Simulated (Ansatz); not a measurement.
A plane-wave run on Ba6Bi2B

input.yaml (Ansatz 0.2.0)

```yaml
crystal:
  lattice:
    - [9.023161, 0.0, 0.0]
    - [-4.51158, 7.81429, 0.0]
    - [0.0, 0.0, 4.570358]
  atoms:
    - { symbol: B, position: [0.0, 0.0, 0.5] }
    - { symbol: Ba, position: [0.235, 0.0, 0.0] }
    - { symbol: Ba, position: [0.765, 0.765, 0.0] }
    - { symbol: Ba, position: [0.0, 0.235, 0.0] }
    - { symbol: Ba, position: [0.601, 0.0, 0.5] }
    - { symbol: Ba, position: [0.399, 0.399, 0.5] }
    - { symbol: Ba, position: [0.0, 0.601, 0.5] }
    - { symbol: Bi, position: [0.3333, 0.6667, 0.0] }
    - { symbol: Bi, position: [0.6667, 0.3333, 0.0] }
  symmetry: { tolerance: 0.0003 }
kpoints:
  mp_grid: { grid: [5, 5, 8], shift: [0, 0, 0] }
  band_path:
    path:
      - [0.0, 0.0, 0.0]
      - [0.5, 1.3e-07, 0.0]
      - [0.33333333, 0.33333347, 0.0]
      - [0.0, 0.0, 0.0]
      - [0.0, 0.0, 0.5]
      - [0.5, 1.3e-07, 0.5]
      - [0.33333333, 0.33333347, 0.5]
      - [0.0, 0.0, 0.5]
      - [0.5, 1.3e-07, 0.5]
      - [0.5, 1.3e-07, 0.0]
      - [0.33333333, 0.33333347, 0.5]
    npoints: 6
magnetization:
  spin_polarized: false
scf:
  occupations: { method: cold, width: 0.0841 }
  lower_state_search: "off"
  max_iter: 200
hamiltonian:
  pseudopotentials: { kind: paw }
  xc: r2scan
basis:
  ecutwfc: 500
  fft_grid_basis: typed
output:
  forces: true
  stress: true
  eigenvalues: true
  bader: true
  populations: true
  elf: true
  write_potential: true
  volumetric_format: npy
  dos:
    e_range: [-12, 8]
    de: 0.05
    projected: { site_lists: { B: [B], Ba: [Ba], Bi: [Bi] } }
checkpoint:
  read: saved_state
```

The run starts from an earlier solution of this cell. 

Output (shortened):

```
SCF iter   1: F=—  Δρ=7.94e-4  dr2=4.95e-3  dr2_τ=3.84e-4
SCF iter   2: F=—  S|Δr|=    0.00e0  Δρ=4.07e-4  dr2=1.03e-3  dr2_τ=8.25e-5
SCF iter   3: F=—  S|Δr|=    0.00e0  Δρ=1.59e-4  dr2=2.21e-4  dr2_τ=3.19e-6
SCF iter   4: F=—  S|Δr|=    0.00e0  Δρ=4.46e-5  dr2=9.34e-6  dr2_τ=9.27e-7
SCF iter   5: F=—  S|Δr|=    0.00e0  Δρ=9.71e-6  dr2=8.40e-7  dr2_τ=1.76e-8
SCF iter   6: F=-60769.0097 eV  S|Δr|=    0.00e0  Δρ=2.99e-6  dr2=6.03e-8  dr2_τ=2.21e-9
Free energy (F): -60769.0097 eV
Harris-Foulkes:  -60769.0097 eV  (|F-HF|=1.85e-8)
Internal energy: -60768.9957 eV  (E = F + TS)
E sigma→0 (E₀):  -60769.0050 eV
Entropy (-TS):   -0.0140 eV (-1.553 meV/atom)
Fermi energy:    10.2331 eV
--- Forces (eV/Å), atoms counted from 1 ---
  atom   1  B      0.0000     0.0000     0.0000
  atom   2  Ba    -0.4362     0.0000     0.0000
  atom   3  Ba     0.2181     0.3778     0.0000
  atom   4  Ba     0.2181    -0.3778     0.0000
  atom   5  Ba    -0.0597     0.0000     0.0000
  atom   6  Ba     0.0298     0.0517     0.0000
  atom   7  Ba     0.0298    -0.0517     0.0000
  atom   8  Bi     0.0000     0.0000     0.0000
  atom   9  Bi     0.0000     0.0000     0.0000
--- Stress (GPa, compression-positive) ---
        2.4314       0.0000       0.0000
        0.0000       2.4314       0.0000
        0.0000       0.0000       4.1396
  P = ⅓ Tr σ = 3.0008 GPa (30.008 kbar)
--- Löwdin populations: 9 sites ---
  site symbol       q [e]
     0      B      5.0207
     1     Ba      8.4967
     2     Ba      8.4967
     3     Ba      8.4967
     4     Ba      8.4940
     5     Ba      8.4940
     6     Ba      8.4940
     7     Bi     16.7463
     8     Bi     16.7463
  spilling = 0.0378 (of n_electrons = 93.0000)
--- Bader charges: 9 sites ---
  site symbol  charge [e]  shift [e]
     0      B     -1.9895     0.0000
     1     Ba      0.8529     0.0000
     2     Ba      0.8529     0.0000
     3     Ba      0.8529     0.0000
     4     Ba      1.0074     0.0000
     5     Ba      1.0074     0.0000
     6     Ba      1.0074     0.0000
     7     Bi     -1.7956     0.0000
     8     Bi     -1.7957     0.0000
```

Origin: a known structure type with other elements, at an estimated volume, so it need not be a known compound. Caveats: many states at the Fermi level without spin polarisation, so a magnetic state may lie lower.
